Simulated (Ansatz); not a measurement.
The elements of this relaxed trial crystal are hidden behind letters.

```
lattice vectors (Å)
   4.9196    0.0000    0.0000
  -2.4598    4.2605    0.0000
   0.0000    0.0000    6.2902
fractional positions
X 0.0000 0.0000 0.5000
Z 0.3333 0.6667 0.0000
Z 0.6667 0.3333 0.0000
Z 0.3333 0.6667 0.5000
Z 0.6667 0.3333 0.5000
Z 0.0000 0.0000 0.0000
```

All numbers below come from Ansatz, DFT PBE, scalar-relativistic, plane waves, PAW. The final run on the 6-atom cell used 420 eV, a Γ-centred 12×12×6 mesh, 0.10 eV smearing and collinear spin.

```
Space group                                : P6/mmm (No. 191)
Conventional cell                          : a = 4.920 Å, c = 6.290 Å
Volume per atom                            : 21.97 Å³
Density                                    : 3.38 g/cm³
Energy over the elements                   : −0.32 eV/atom
Gap on the 12×12×6 mesh of the 6-atom cell : 0 eV (a metal)
Net moment per atom                        : 0.17 μB
```

Energies are uncorrected and count from the elements' standard states at the same level.

Question: X is a d-block element of period 5 and Z is a p-block element of period 3. Which elements are they?

Answer: X = Zr, Z = Cl, so the formula is ZrCl5. Density times volume gives a mean mass of 3.38 × 21.97/1.6605 = 44.7 u per atom, and this set has 44.7 u. Zr has 6 Cl at 2.84 Å and 2 Cl at 3.15 Å; around Cl on a site of symmetry -6m2 lie 6 Cl at 2.84 Å and 2 Cl at 3.15 Å; Cl on a second site of symmetry -6m2 is surrounded by 3 Cl at 2.84 Å, 3 Zr at 2.84 Å and 2 Cl at 3.15 Å; 1 more site not described. Other sets within the hints have nearly the same mass, so mass alone doesn't settle it; this one was computed.

Another magnetic order may lie lower. A structure relaxed within its symmetry needn't be a true minimum. Another cell of ZrCl5 relaxed alike, in P-43m, lies 0.95 eV/atom lower, so this cell isn't the stable form at this level.
